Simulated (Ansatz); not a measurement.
# Sr₄Nb₃PO₁₄: gradients before and after relaxing the atoms

Start: a Materials Project structure (computed, not necessarily an observed phase).

```
Sr Nb P O
1.0
     4.04962    0.00000    0.00000
     0.04336    5.73701    0.00000
     2.00826    0.88199   13.37119
Sr Nb P O
4 3 1 14
Direct
  0.29944 0.05106 0.40335
  0.70974 0.55303 0.58210
  0.47998 0.47101 0.09861
  0.54293 0.95509 0.92070
  0.84324 0.52506 0.31688
  0.16342 0.00424 0.67549
  0.06632 0.44225 0.87226
  0.01086 0.01069 0.13852
  0.38978 0.98449 0.12496
  0.55028 0.40463 0.89772
  0.88353 0.75394 0.17850
  0.08776 0.11891 0.82417
  0.80566 0.77880 0.39345
  0.19896 0.28686 0.60149
  0.21793 0.81293 0.56382
  0.78439 0.30138 0.42493
  0.94329 0.12089 0.03438
  0.00734 0.63818 0.98222
  0.89294 0.19795 0.21648
  0.11918 0.64497 0.76194
  0.35053 0.49213 0.29358
  0.65259 0.97176 0.69443
```

Atom numbers follow the list; atoms alike are taken as one site, whose name carries the number of the first.

Level of theory: DFT, PBE, plane waves and PAW, scalar-relativistic, 420 eV cutoff, Γ-centred 6×4×2 k-points, Fermi–Dirac smearing 0.02 eV (Ansatz 0.2.0).

The largest force at the start is 0.72 eV/Å. Relaxing the ions at fixed cell moves them by 0.292 Å at most (atom 19, O) and 0.180 Å rms.

```tsv
site	atom	moved (Å)	first shell before	first shell after	V_zz before (10²¹ V/m²)	η before
Sr1	1	0.282	5 O at 2.47–2.57 Å; also 1 O at 2.84 Å	7 O at 2.50–2.97 Å	8.41	0.43
Sr2	2	0.167	9 O at 2.51–3.22 Å; also 1 O at 3.57 Å	9 O at 2.49–3.20 Å; also 1 O at 3.58 Å	9.93	0.65
Sr3	3	0.059	12 O at 2.61–3.22 Å; also 1 Sr at 3.54 Å	12 O at 2.59–3.35 Å; also 2 P at 3.14–3.32 Å, 1 Sr at 3.52 Å	-3.33	0.47
Sr4	4	0.128	10 O at 2.54–3.19 Å; also 2 O at 3.49–3.52 Å, 1 Sr at 3.54 Å	4 O at 2.56–2.57 Å; also 5 O at 2.76–2.99 Å	-5.90	0.68
Nb5	5	0.249	6 O at 1.84–2.38 Å	5 O at 1.80–2.16 Å	5.87	0.86
Nb6	6	0.189	6 O at 1.84–2.30 Å	6 O at 1.85–2.30 Å	-4.16	0.43
Nb7	7	0.156	5 O at 1.82–2.08 Å	5 O at 1.82–2.05 Å	-14.49	0.45
P	8	0.133	4 O at 1.53–1.60 Å	4 O at 1.52–1.59 Å	2.10	0.85
O14	14	0.179	1 Nb at 1.84 Å	1 Nb at 1.85 Å	-1.51	0.36
O16	16	0.206	1 Nb at 1.87 Å	1 Nb at 1.87 Å	1.57	0.74
O18	18	0.132	1 Nb at 1.91 Å	1 Nb at 1.88 Å	-1.97	0.20
O19	19	0.292	1 P at 1.58 Å	1 P at 1.58 Å	10.07	0.17
O22	22	0.170	2 Nb at 2.04–2.05 Å, angle 163°	2 Nb at 1.92–2.17 Å, angle 163°	3.12	0.33
```

Task: How do the gradients change?

Result: 

```
site  atom  V_zz after  η after  change of V_zz
 Sr1     1        7.97     0.44           -0.44
 Sr2     2       10.04     0.62           +0.11
 Sr3     3        1.53     0.54               –
 Sr4     4       -5.82     0.29           +0.08
 Nb5     5        9.48     0.85           +3.61
 Nb6     6       -8.76     0.43           -4.60
 Nb7     7      -14.34     0.49           +0.15
   P     8       -1.68     0.94               –
 O14    14       -1.37     0.76           +0.14
 O16    16       -1.27     0.98               –
 O18    18       -2.33     0.50           -0.36
 O19    19       10.28     0.14           +0.21
 O22    22        2.35     0.35           -0.77
```

The largest change of V_zz along a kept axis is on Nb6, from -4.16 to -8.76. In per cent, |V_zz| changes by -5 to +1 on Sr, -1 to +110 on Nb, -25 to +18 on O (all sites that start above 0.5, bar those whose gradient vanishes or changes sign or whose main axis turns by over 40°). Where |V_zz| stays above 0.1 and the axes keep their order, η moves most on O14, from 0.36 to 0.76. On Sr3, P, O16 the largest principal value lies along another axis in the second run, so the two V_zz can't be compared directly. The table leaves out 9 of the 22 sites, with |V_zz| up to 11.52; their tensors move by 2.12 at most along any direction. The statements above cover all sites.

Without spin–orbit coupling (the program notes it for Nb and Sr) the gradients are little affected as a rule: paired runs on crystals with a gap mostly move them by under 2 % at such atoms.
